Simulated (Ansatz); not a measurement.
**Piezoelectric tensor of Ti₃SnO₈**

Theory: DFT PBE, scalar-relativistic, plane waves, PAW (Ansatz). Cutoff 420 eV, 8×8×4 k-points (Γ-centred), fixed occupations. No spin polarisation.

Relaxed structure:
```
CELL_PARAMETERS angstrom
3.83928 0.00000 0.00000
0.00000 3.83928 0.00000
0.00000 0.00000 10.04189
ATOMIC_POSITIONS crystal
Ti 0.50000 0.50000 0.50000
Ti 0.00000 0.50000 0.26277
Ti 0.50000 0.00000 0.73723
Sn 0.00000 0.00000 0.00000
O 0.00000 0.50000 0.45986
O 0.50000 0.00000 0.93905
O 0.00000 0.00000 0.21677
O 0.50000 0.50000 0.69739
O 0.00000 0.50000 0.06095
O 0.50000 0.00000 0.54014
O 0.00000 0.00000 0.78323
O 0.50000 0.50000 0.30261
```

It was reached by relaxing an invented guess, and it needn't be the stable form of this composition. Spin–orbit coupling is left out, which matters for heavy elements.

Question: Give the relaxed-ion proper piezoelectric stress tensor e_iJ (C/m², Voigt columns xx yy zz yz xz xy).

Answer:
```
x    0.000  0.000  0.000  0.000 -0.140  0.000
y    0.000  0.000  0.000  0.140  0.000  0.000
z   -0.439  0.439  0.000  0.000  0.000  0.000
```
Signs follow the orientation of the cell as given.

Question: With the elastic constants (GPa, Voigt order)
C11 = 300.1, C12 = 122.6, C13 = 133.9, C22 = 300.1, C23 = 133.9, C33 = 198.8, C44 = 39.9, C55 = 39.9, C66 = 50.6 GPa; the others vanish.
find the strain coefficients d = e·C⁻¹ (pC/N).

Answer:
```
x    0.00  0.00  0.00  0.00 -3.50  0.00
y    0.00  0.00  0.00  3.50  0.00  0.00
z   -2.48  2.48  0.00  0.00  0.00  0.00
```
